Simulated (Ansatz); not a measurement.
ZnS (NiAs type, P6_3/mmc), PBE in the plane-wave PAW code Ansatz, all energies at zero smearing, with the estimated change up to a 700 eV cutoff added, with one set of potentials and settings (totals compare only within such a set). Cell of 4 atoms (2 Zn, 2 S): -8444.118 eV.

```tsv
element	reference phase	E (eV/atom)
Zn	C2/m, 3 atoms in the cell	-3319.0322
S	Fddd, 32 atoms in the cell	-902.0602
```

Formation energy per atom, worked out: (-8444.118 − 2×(-3319.0322) − 2×(-902.0602))/4 = -0.483 eV/atom (-47 kJ per mol of atoms), at 0 K, without zero-point energy or fitted corrections.

The start of the workflow was typed in or built on a structure type; neither database checked (COD, Materials Project) lists it. It is not the phase usual at ambient conditions (space group No. 186, 216). Symmetry was held in the PBE relaxation; whether a distortion lowers the energy is not shown. The references are the lowest solids computed at this level, not always the standard phases.

Potentials: the earlier of the program's two PAW sets.
